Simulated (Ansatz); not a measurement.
**Elastic constants of Na (Im-3m) under pressure**

```yaml
crystal:
  lattice:
    - [-2.11184, 2.11184, 2.11184]
    - [2.11184, -2.11184, 2.11184]
    - [2.11184, 2.11184, -2.11184]
  atoms:
    - { symbol: Na, position: [0.00000, 0.00000, 0.00000] }
```

This is the zero-pressure cell. At each pressure cell and atoms are relaxed in this structure, and the constants are slopes of the stress at strains of ±0.005 with relaxed ions (the coefficients that govern stability under load). Level: r²SCAN, PAW on Ansatz 0.2.0's default frozen-core files (fitted under PBE), scalar-relativistic; k mesh 18×18×18, strains of ±0.005, Fermi-Dirac smearing of 0.100 eV, cutoff 500 eV. P is the pressure of the relaxed cell, less that of this one.

```
P (GPa)    V/V₀  C11 (GPa)  C12 (GPa)  C44 (GPa)
   0.00  1.0000        8.3        7.3        6.7
   0.99  0.8989       11.9       10.7        8.1
   1.95  0.8332       15.2       13.7        9.1
   3.98  0.7406       21.8       19.9       10.8
   6.98  0.6560       31.0       28.7       12.5
  10.00       ?          ?          ?          ?
  14.98  0.5367       54.0       51.1       14.9
```

Problem. Does the bulk modulus from the constants agree with the pressure-volume curve?

Solution. A third-order Birch-Murnaghan fit to the volumes shown (F against f, f = [(V₀/V)^(2/3) − 1]/2) gives B₀ = 7.6 GPa and B′ = 3.8. Its −V dP/dV stands beside (C11 + 2C12)/3:

| P (GPa) | from P(V) | from the constants |
| --- | --- | --- |
| 0.00 | 7.6 | 7.7 |
| 0.99 | 11.1 | 11.1 |
| 1.95 | 14.3 | 14.2 |
| 3.98 | 20.7 | 20.6 |
| 6.98 | 29.5 | 29.5 |
| 14.98 | 51.1 | 52.1 |

Problem. What are the pressure derivatives at zero pressure?

Solution. Slopes at V₀ of quadratic fits in −ln(V/V₀) through the first four rows shown, divided by B₀: dC11/dP = 3.6, dC12/dP = 3.3, dC44/dP = 1.6. The mean slopes up to 1.9 GPa are 3.5, 3.3, 1.2; curvature and scatter of the constants part the two. The combination (dC11/dP + 2 dC12/dP)/3 = 3.4 stands against B′.

Problem. Fill the row at 10.00 GPa.

Solution. Cubic fits in −ln(V/V₀) through all rows shown give C11 = 39.9, C12 = 37.4, C44 = 13.7 GPa. Computed: V/V₀ = 0.5998, C11 (GPa) = 39.8, C12 (GPa) = 37.3, C44 (GPa) = 13.7.

Problem. Does a shear stiffness soften?

Solution. C44 goes from 6.7 to 14.9 GPa; (C11 − C12)/2 goes from 0.5 to 1.4 GPa. Neither ends more than 3 % under its start, and the lattice stays mechanically stable over this range.

Known limits: no other phase was computed; many crystals of this kind change structure within this range, and rows or crossings beyond such a change describe a metastable lattice; frozen-core PAW files fitted under PBE, their cores solved anew for the functional of the run; responses of metals move with mesh and smearing; phonons weren't checked at these pressures.
